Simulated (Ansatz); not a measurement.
Density of states of a AlTl2InB4Sb4P4 cell (elements on a zinc blende lattice, relaxed), per eV and atom, broadened by Gaussian smearing of width 0.1 eV and averaged over bins of 0.3 eV, from 8 eV under the Fermi level at most up to where the solved bands end.

Level of theory: DFT PBE, scalar-relativistic, plane waves, PAW in Ansatz 0.2.0.

Plane waves to 420 eV, a k mesh through Γ of 6×6×4 on the computed 16-atom cell and Gaussian smearing (0.10 eV); no spin polarisation.

```
CELL_PARAMETERS angstrom
-5.57048 5.57796 -0.07292
-5.59267 -0.09603 5.48150
0.14724 5.65218 5.53385
ATOMIC_POSITIONS crystal
B 0.49473 0.96706 0.01322
B 0.99543 0.49979 0.03010
B 0.49646 0.52923 0.00161
B 0.99933 0.52118 0.45152
Al 0.01934 0.98305 0.02395
P 0.88723 0.81766 0.37166
P 0.38263 0.88868 0.30421
P 0.90469 0.41360 0.33688
P 0.39190 0.84253 0.91742
In 0.51759 0.51803 0.49433
Sb 0.85339 0.85216 0.90997
Sb 0.35132 0.40632 0.34584
Sb 0.86859 0.39867 0.87932
Sb 0.36347 0.37193 0.91395
Tl 0.99062 0.01118 0.48142
Tl 0.48898 0.97562 0.51454
```

```tsv
E − E_F (eV)	total	P 3p	Sb 5p	B 2p	Tl 6p
-7.90	0.092	0.029	0.009	0.003	0.001
-7.60	0.276	0.082	0.029	0.014	0.004
-7.30	0.363	0.099	0.047	0.025	0.009
-7.00	0.386	0.098	0.061	0.035	0.012
-6.70	0.411	0.102	0.069	0.037	0.013
-6.40	0.324	0.081	0.056	0.029	0.009
-6.10	0.308	0.080	0.053	0.029	0.007
-5.80	0.308	0.083	0.047	0.039	0.005
-5.50	0.250	0.075	0.032	0.042	0.004
-5.20	0.125	0.038	0.018	0.023	0.003
-4.90	0.128	0.040	0.022	0.028	0.005
-4.60	0.273	0.086	0.058	0.070	0.017
-4.30	0.532	0.153	0.130	0.137	0.029
-4.00	0.773	0.244	0.170	0.201	0.041
-3.70	0.576	0.157	0.148	0.144	0.032
-3.40	0.664	0.171	0.178	0.165	0.035
-3.10	0.539	0.135	0.148	0.133	0.026
-2.80	0.510	0.119	0.147	0.130	0.026
-2.50	0.398	0.096	0.116	0.094	0.027
-2.20	0.465	0.132	0.131	0.082	0.045
-1.90	0.550	0.157	0.164	0.080	0.054
-1.60	0.464	0.128	0.147	0.066	0.045
-1.30	0.383	0.099	0.130	0.050	0.037
-1.00	0.298	0.078	0.107	0.036	0.027
-0.70	0.295	0.094	0.100	0.032	0.027
-0.40	0.216	0.074	0.074	0.018	0.018
-0.10	0.095	0.031	0.032	0.008	0.007
0.20	0.061	0.009	0.010	0.012	0.003
0.50	0.258	0.036	0.041	0.055	0.016
```

The columns after the total are the largest Löwdin projections on the valence shells of the potentials, so they needn't add up, and the weight of a shell that a potential lacks goes to other orbitals. The cell has no gap on the mesh.

Spin-orbit coupling is left out, which matters for the bands of heavy elements.

Cost: 2 runs of about 8.3 core-minutes in all (earlier runs that led there not counted), on Intel Xeon Platinum 8488C (Sapphire Rapids) (shared hosts).